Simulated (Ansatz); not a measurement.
# Computed properties of MoPt

MoPt:
```cif
data_MoPt
_chemical_formula_sum 'Pt1 Mo1'
_space_group_name_H-M_alt 'Pm-3m'
_space_group_IT_number 221
_space_group_name_Hall '-P 4 2 3'
_cell_length_a 3.14029
_cell_length_b 3.14029
_cell_length_c 3.14029
_cell_angle_alpha 90.000
_cell_angle_beta 90.000
_cell_angle_gamma 90.000
loop_
_atom_site_label
_atom_site_type_symbol
_atom_site_symmetry_multiplicity
_atom_site_Wyckoff_symbol
_atom_site_fract_x
_atom_site_fract_y
_atom_site_fract_z
_atom_site_occupancy
Pt1 Pt 1 a 0.00000 0.00000 0.00000 1
Mo1 Mo 1 b 0.50000 0.50000 0.50000 1
```

Space group Pm-3m (No. 221), CsCl type; conventional cell a = b = c = 3.140 Å, α = β = γ = 90.00°.

Method: plane-wave PAW PBEsol (Ansatz code). Geometry: relaxed at this level of theory. Other levels are named where they apply.

**Cell and energy**

```json
{
 "volume_per_atom": "15.48 Å³",
 "density": "15.61 g/cm³",
 "Formation energy from the elements (no fitted shifts)": "242 meV/atom"
}
```

**Electronic structure**

```json
{
 "electronic_character": "metallic (no gap)",
 "Density of states at the Fermi level": "1.5 states/eV per atom (mean over ±0.08 eV)",
 "Gap with spin–orbit coupling": "none (metallic)"
}
```

**Mechanics**

```json
{
 "Bulk modulus (Birch–Murnaghan fit)": "272 GPa",
 "Pressure derivative B′": "4.7",
 "Elastic constants (relaxed ions, GPa)": "C11 = 75.7, C12 = 370, C44 = 114",
 "mechanical_stability": "unstable (C has a negative eigenvalue)"
}
```

**Phonons**

```json
{
  "highest_zone_centre_frequency": "25 cm^-1",
  "zone_centre_stability": "no imaginary mode at Γ"
}
```

The start of the workflow was typed in or built on a structure type; neither database checked (COD, Materials Project) lists it. Whether it is the stable phase at ambient conditions was not checked. The cell was relaxed with PBEsol under the symmetry of its start. No spin polarisation was allowed. Its formation energy is positive at this level, so the cell may be metastable or incomplete. As this level gives no gap, shear constants depend on the k-mesh and smearing (Fermi–Dirac, 0.1 eV here). As this level gives no gap, phonon frequencies hold no LO–TO term and depend on the k-mesh and smearing (Fermi–Dirac, 0.1 eV here). The references are the lowest solids computed at this level, not always the standard phases. Scalar-relativistic: spin–orbit coupling is off unless named, which matters more the heavier the elements.

Potentials: the later of the program's two PAW sets.
